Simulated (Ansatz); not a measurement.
Relaxed-ion elastic tensor of LiTaO3 in space group R3c (No. 161; Li on 6a, Ta on 6a, O on 18b) in GPa (Voigt order), plane-wave PAW PBEsol (Ansatz code); density 7.46 g/cm³, 10.50 Å³ per atom.

|  | 1 | 2 | 3 | 4 | 5 | 6 |
|---|---|---|---|---|---|---|
| 1 | 231 | 51.1 | 82.4 | -9.2 | 0.0 | 0.0 |
| 2 | 51.1 | 231 | 82.4 | 9.2 | 0.0 | 0.0 |
| 3 | 82.4 | 82.4 | 271 | 0.0 | 0.0 | 0.0 |
| 4 | -9.2 | 9.2 | 0.0 | 92.4 | 0.0 | 0.0 |
| 5 | 0.0 | 0.0 | 0.0 | 0.0 | 92.4 | -9.2 |
| 6 | 0.0 | 0.0 | 0.0 | 0.0 | -9.2 | 89.7 |

**Question.** Is the crystal mechanically stable?

**Answer.** Yes: the smallest eigenvalue of C is 81.7 GPa.

**Question.** Work out the Voigt, Reuss and Hill averages.

**Answer.** K_V = 129, K_R = 127, K_H = 128; G_V = 89.3, G_R = 88.1, G_H = 88.7 GPa.

**Question.** Give Young's modulus, Poisson's ratio, Pugh's ratio and the universal anisotropy index.

**Answer.** E = 9KG/(3K + G) = 216 GPa; ν = 0.22; K/G = 1.45 (brittle by the Pugh limit of 1.75); A_U = 5G_V/G_R + K_V/K_R − 6 = 0.09.

**Question.** Estimate the sound speeds and the Debye temperature.

**Answer.** v_l = √((K + 4G/3)/ρ) = 5750 m/s, v_t = √(G/ρ) = 3450 m/s, mean 3820 m/s; Θ = (h/k)(3n/4πV)^(1/3) v_m = 519 K.

**Question.** How much does each axis shrink under pressure?

**Answer.** Linear compressibilities β_i = Σ_j S_ij (j = 1 to 3): x 3.0, y 3.0, z 1.9 per TPa.

The PBEsol relaxation kept the symmetry of its start. The run is not spin-polarised. Spin–orbit coupling is left out wherever it is not named.

Potentials: the later of the program's two PAW sets.
